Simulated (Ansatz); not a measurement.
The start is a randomly generated symmetric cell of La (space group No. 69). A full variable-cell relaxation at zero pressure is run with r2SCAN (plane waves to 500 eV, PAW, scalar-relativistic; Ansatz, a program for electronic structure). The first steps use a coarse 13×13×13 k-mesh.

Input geometry:
```yaml
crystal:
  lattice:
    - [0.00000, 2.77216, 5.12615]
    - [1.50594, 0.00000, 5.12615]
    - [1.50594, 2.77216, 0.00000]
  atoms:
    - { symbol: La, position: [0.00000, 0.00000, 0.00000] }
```

Problem. Does the structure survive the relaxation? Give the final space group.

Solution. The space group goes from Fmmm (No. 69) to I4/mmm (No. 139); the end is AFLOW prototype A_tI2_139_a (A_a), with 1 atom in the primitive cell.

Problem. How much energy is released per atom?

Solution. 0.97 eV/atom.

Problem. How does the volume change?

Solution. -12.9 %, from 42.80 to 37.28 Å³/atom.

Problem. What band gap does the relaxed structure have at this level?

Solution. No gap (metallic).

Final values are on a 16×16×16 k-mesh of the relaxed cell. No spin polarisation in the result.

The run could not lose the symmetry of its start: the end is stationary, and may be a saddle point rather than a minimum.

The relaxed structure here is a generated cell of La: the first start was made by a random draw of sites in a space group, and the end was not matched to a known phase here, so it may be hypothetical. Known forms of La include space group No. 194.
